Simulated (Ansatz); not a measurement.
PbS₂ in space group I4/mcm (No. 140; Pb on 4a, S on 8h), r²SCAN (plane waves, PAW; program Ansatz). The conduction-band minimum lies on the X–R line, 80 % of the way from X, with 4 equivalent valleys. Second derivatives d²E/dk² of the lowest band at one valley (eV·Å²), along Cartesian directions:

```
direction  d²E/dk²
---------  -------
[100]        43.64
[010]        43.64
[001]        38.63
[110]        45.76
[101]        41.14
[011]        41.14
```

Find the principal effective masses, the density-of-states mass and the conductivity mass.

Off-diagonal terms follow from H_xy = H[110] − (H_xx + H_yy)/2, and m*/mₑ = 7.620 eV·Å² over each eigenvalue: 0.17, 0.18, 0.20. One valley's DOS mass (m₁m₂m₃)^(1/3) = 0.18, conductivity mass 3/(Σ 1/mᵢ) = 0.18 mₑ.

What effective density of states Nc follows at 300 K for parabolic valleys?

Nc = 2.509e19 × 4 × (0.18)^(3/2) ≈ 7.7e18 cm⁻³.

The workflow started from a Materials Project entry (that database holds measured and hypothetical structures alike); the Crystallography Open Database copy checked does not list it. Its standing as an ambient phase is unchecked. The cell was relaxed with r²SCAN under the symmetry of its start; its stability against distortions is not shown here. Spin–orbit coupling is left out wherever it is not named.

Potentials: the later of the program's two PAW sets.

Edges and masses are those of Kohn–Sham bands, whose gap is no quasiparticle gap.
